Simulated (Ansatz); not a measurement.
Put Sr5In2 in P4/mmm (No. 123): Sr on 2e, 1c and 2h; In on 2f.

Method: Ansatz, DFT PBE, scalar-relativistic, plane waves, PAW. Cutoff 420 eV, Γ-centred mesh, Gaussian smearing, no spin polarisation.

The zero of energy is the elements' standard structures at the same level; no fitted shifts are applied.

Problem. Predict the relaxed structure.

Solution.

Space group P4/mmm (No. 123). a = 6.196 Å, b = 6.196 Å, c = 13.157 Å, α = 90.00°, β = 90.00°, γ = 90.00°
| atom | site | symmetry | x | y | z |
| --- | --- | --- | --- | --- | --- |
| Sr | 2e | mmm. | 0.0000 | 0.5000 | 0.5000 |
| Sr | 1c | 4/mmm | 0.5000 | 0.5000 | 0.0000 |
| Sr | 2h | 4mm | 0.5000 | 0.5000 | 0.7243 |
| In | 2f | mmm. | 0.0000 | 0.5000 | 0.0000 |

Around Sr on a site of symmetry mmm lie 8 Sr at 4.28–4.38 Å; Sr on a site of symmetry 4/mmm has 4 In at 3.10 Å and 2 Sr at 3.63 Å; Sr on a site of symmetry 4mm has 1 Sr at 3.63 Å, 4 Sr at 4.28 Å and 4 In at 4.77 Å; around In lie 2 Sr at 3.10 Å, 4 In at 4.38 Å and 4 Sr at 4.77 Å. Another local minimum with the same sites may exist.

Problem. And its energy and gap?

Solution. The energy over the elements is +0.64 eV/atom. The gap on the 6×6×4 mesh of the 7-atom cell is 0 eV (a metal). A positive value: parting into the elements would lower its energy.

The last run used Gaussian smearing of 0.10 eV. Symmetry constrained the relaxation, so the result can be a saddle point.
